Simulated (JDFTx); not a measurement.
- surface: MgB2(0001), Mg outermost, slab composition Mg3B4
- bulk: MgB2, P6/mmm, lattice of mp-763 (not re-optimised)
- slab: 7 atoms in 5 planes, 1x1, 6.9 Å between the outermost planes
- in-plane cell: 3.063 × 3.063 Å, 8.12 Å²
- cell height: 23.0 Å
- sampling: 8×8×1 k mesh, Fermi smearing 0.01 Ha, no spin polarisation

Whether this polymorph is the ambient one wasn't checked.

Final geometry:
```
MgB2(0001)
1.0
    3.0628     0.0000     0.0000
   -1.5314     2.6524     0.0000
    0.0000     0.0000    23.0000
B Mg
4 3
Direct
  0.3333   0.6667   0.4235
  0.6667   0.3333   0.4235
  0.3333   0.6667   0.5765
  0.6667   0.3333   0.5765
  0.0000   0.0000   0.3491
  0.0000   0.0000   0.5000
  0.0000   0.0000   0.6509
```

Computed with JDFTx (a modified build): PBE, GBRV ultrasoft potentials, plane waves to 20/100 Ha. Liquid on both sides: linear PCM (GLSSA13), water, 1 M NaF; nuclei fixed, outer atoms relaxed in vacuum. U vs SHE = −μ/e − 4.44 V throughout (conventional absolute potential of the hydrogen electrode). The model has bare, unreconstructed faces and no explicit solvent. Convergence in thickness and k mesh wasn't tested for this slab. Whether the real solid would dissolve in or react with the liquid is outside the model.

```tsv
U (V vs SHE)	μ (eV)	excess electrons per cell	σ (μC/cm², per face)	run
-1.30	-3.14	?	?	fixed potential
-1.10	-3.34	?	?	fixed potential
-0.75	-3.69	0.030	-3.0	fixed potential
-0.61	-3.83	0.000	0.0	neutral
-0.45	-3.99	-0.041	4.1	fixed potential
-0.35	-4.09	-0.081	8.0	fixed charge
-0.30	-4.14	-0.114	11.2	fixed potential
```

Task: Fill in the missing entries, row by row.

Result: 
- -1.30, excess electrons per cell: 0.119
- -1.30, σ (μC/cm², per face): -11.8
- -1.10, excess electrons per cell: 0.090
- -1.10, σ (μC/cm², per face): -8.9
